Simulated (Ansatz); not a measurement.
Os:
```
CELL_PARAMETERS angstrom
      2.72856     0.00000     0.00000
     -1.36428     2.36300     0.00000
      0.00000     0.00000     4.30955
ATOMIC_POSITIONS crystal
  Os 0.33333 0.66667 0.25000
  Os 0.66667 0.33333 0.75000
```

Relaxed with PBEsol. Special points in fractions of this cell's reciprocal vectors: Γ (0.000, 0.000, 0.000); M (0.500, 0.000, 0.000); K (0.333, 0.333, 0.000); A (0.000, 0.000, 0.500); L (0.500, 0.000, 0.500); H (0.333, 0.333, 0.500).

Q: List the band energies nearest the Fermi level at these points for the program Ansatz at the PBEsol with spin–orbit coupling level (PAW).

A: In eV from the Fermi level; about four levels below and three above (degenerate sets whole), none deeper than 8.9 eV; points with the same levels are listed once.

```
k                    below                above
-  -----------------------  -------------------
Γ  -1.29 -1.29 -0.23 -0.23  1.35 1.35 1.97 1.97
M  -2.74 -2.74 -1.93 -1.93  2.03 2.03 2.35 2.35
K  -3.52 -3.52 -1.39 -1.39  1.22 1.22 1.69 1.69
A  -3.04 -3.04 -3.04 -3.04  0.79 0.79 0.79 0.79
L  -0.31 -0.31 -0.31 -0.31  2.32 2.32 2.32 2.32
H  -1.77 -1.77 -1.12 -1.12  1.52 1.52 1.65 1.65
```

Space group P6_3/mmc (hcp (Mg type)). The PBEsol relaxation kept the symmetry of its start; of distortions, only those at the zone centre were tested. No spin polarisation was allowed.

Potentials: the earlier of the program's two PAW sets.
